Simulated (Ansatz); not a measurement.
Ni2H:
Space group P-3m1 (No. 164); a = b = 2.5113 Å, c = 4.1630 Å, α = β = 90.00°, γ = 120.00°

| atom | site | symmetry | x | y | z |
|---|---|---|---|---|---|
| Ni | 2d | 3m. | 0.3333 | 0.6667 | 0.2591 |
| H | 1a | -3m. | 0.0000 | 0.0000 | 0.0000 |
The run is spin-polarised, in the one order tried: ferromagnetic.

Relaxed at zero pressure with the program Ansatz at the PBEsol level (PAW).

### Question
The volume is raised by 9 % and shape and atoms relax at that volume. What pressure results, and how do the axes share the change?

### Answer
-15.9 GPa; a 2.9 %, b 2.9 %, c 2.9 %; the energy rises by 37 meV/atom.

### Question
Give the new structure.

### Answer

Space group P-3m1 (No. 164); a = b = 2.585 Å, c = 4.282 Å, α = β = 90.00°, γ = 120.00°

```
atom  site  symmetry       x       y       z
----  ----  --------  ------  ------  ------
Ni      2d       3m.  0.3333  0.6667  0.2578
H       1a      -3m.  0.0000  0.0000  0.0000
```

The phase is kept; no other phase was compared at this pressure.

The workflow started from an entry of the Crystallography Open Database (COD), which files this formula under 2 space groups. Whether it is the stable phase at ambient conditions was not checked. The cell was relaxed with PBEsol under the symmetry of its start; whether a distortion lowers the energy is not shown. Magnetic state: ferromagnetic, the only order run, not a proven ground state.

Potentials: the later of the program's two PAW sets.
